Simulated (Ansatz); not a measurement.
Data:

ZnSnO3:
Space group R3c, hexagonal axes (No. 161); a = b = 5.2782 Å, c = 14.0108 Å, α = β = 90.00°, γ = 120.00°

```
atom  site  symmetry       x       y       z
----  ----  --------  ------  ------  ------
Zn      6a        3.  0.0000  0.0000  0.2155
Sn      6a        3.  0.0000  0.0000  0.4978
O      18b         1  0.0091  0.3073  0.0961
```
(The calculation used a cell of 10 atoms; values per cell refer to that cell.)

This is the PBEsol-relaxed structure.

All from DFT-PBEsol in the program Ansatz with PAW potentials, unless another level is named. Estimate the electron effective mass.

0.19 mₑ (isotropic).

What about the valence-band maximum?

at Γ.

The cell was relaxed with PBEsol under the symmetry of its start. Scalar-relativistic: spin–orbit coupling is off unless named, which matters more the heavier the elements.

Potentials: the later of the program's two PAW sets.

Edges and masses are those of Kohn–Sham bands, whose gap is no quasiparticle gap.
